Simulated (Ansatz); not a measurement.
## Cs2Cd: zone-centre modes

Level of theory: DFT PBE, scalar-relativistic, plane waves, PAW (Ansatz 0.2.0). Settings: 420 eV plane-wave cutoff, Γ-centred 8×8×8 mesh, Fermi-Dirac smearing of 0.15 eV. No spin polarisation. Phonons by linear response, acoustic sum rule imposed.

The cell, relaxed at this level:
```yaml
crystal:
  lattice:
    - [0.00000, 4.80629, 4.80629]
    - [4.80629, 0.00000, 4.80629]
    - [4.80629, 4.80629, 0.00000]
  atoms:
    - { symbol: Cs, position: [0.25000, 0.25000, 0.25000] }
    - { symbol: Cs, position: [0.75000, 0.75000, 0.75000] }
    - { symbol: Cd, position: [0.50000, 0.50000, 0.50000] }
```

It was reached by relaxing an invented guess, and it needn't be the stable form of this composition. In a metal, frequencies depend on the k mesh and the smearing, soft modes most. Spin–orbit coupling is left out, which matters for heavy elements.

Optical modes at Γ:
| frequency (cm⁻¹) | degeneracy |
| --- | --- |
| 43 | 3 |
| 45 | 3 |

All 6 optical modes at Γ are real: no displacement of atoms at fixed cell lowers the energy to second order. Strains and modes at other wave vectors aren't tested by this run.
